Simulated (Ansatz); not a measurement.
Here is an unrelaxed guess for W2C5F.

```
CELL_PARAMETERS angstrom
3.59791 0.00000 0.00000
0.00000 3.59791 0.00000
0.00000 0.00000 7.88851
ATOMIC_POSITIONS crystal
W 0.00000 0.00000 0.00000
W 0.50000 0.50000 0.50000
C 0.00000 0.50000 0.26231
C 0.50000 0.00000 0.73769
C 0.50000 0.00000 0.26231
C 0.00000 0.50000 0.73769
C 0.50000 0.50000 0.00000
F 0.00000 0.00000 0.50000
```

These are results of DFT PBE, scalar-relativistic, plane waves, PAW (Ansatz), not measurements. Cutoff 420 eV; k points 6×6×2 on the computed 8-atom cell (Γ-centred); Gaussian smearing, width 0.10 eV; no spin polarisation.

Energies over the elements count from the elements' standard structures at the same level (F₂ as a molecule), with no fitted energy shifts.

Question: Estimate its pressure, forces and energy as it stands.

Answer: The pressure is -45.0 GPa (the mean over three directions, positive in compression), the largest force is 0.09 eV/Å, and the energy is +2.63 eV/atom against the elements. The shortest distance is 2.54 Å.

Question: How much does it gain on relaxing, and where does it end?

Answer: Relaxing gains about 0.82 eV/atom (the start's value is from the coarse mesh, so the gain is rough) in 22 ionic steps and ends at +1.81 eV/atom on the finer mesh. The symmetry stays P4/mmm (No. 123). The volume per atom shrinks by 31.9 %, from 12.8 to 8.7 Å³. The shortest distance goes from 2.54 Å (W–C, W–F and C–C) to 2.21 Å (W–C, W–F and C–C). Conventional cell: a = 3.122 Å, c = 7.137 Å. W on its first site has 4 C at 2.21 Å and 8 C at 2.39 Å; C on a site of symmetry 2mm is surrounded by 4 C at 2.21 Å, 2 F at 2.35 Å, 4 W at 2.35–2.39 Å and 2 C at 2.39 Å; F has 4 W at 2.21 Å and 8 C at 2.35 Å; 2 more sites not described.

The last run used a 12×12×6 mesh (in the run's order of axes) for its 8-atom cell and Gaussian smearing of 0.10 eV. These runs have no spin–orbit coupling, which can matter for W. The cell is a metal run without spin; a magnetic state may lie lower. The reference form of C is held partly by dispersion forces, which this level lacks. The relaxation can't lower the symmetry of the start. Symmetry constrained the relaxation, so the result can be a saddle point.
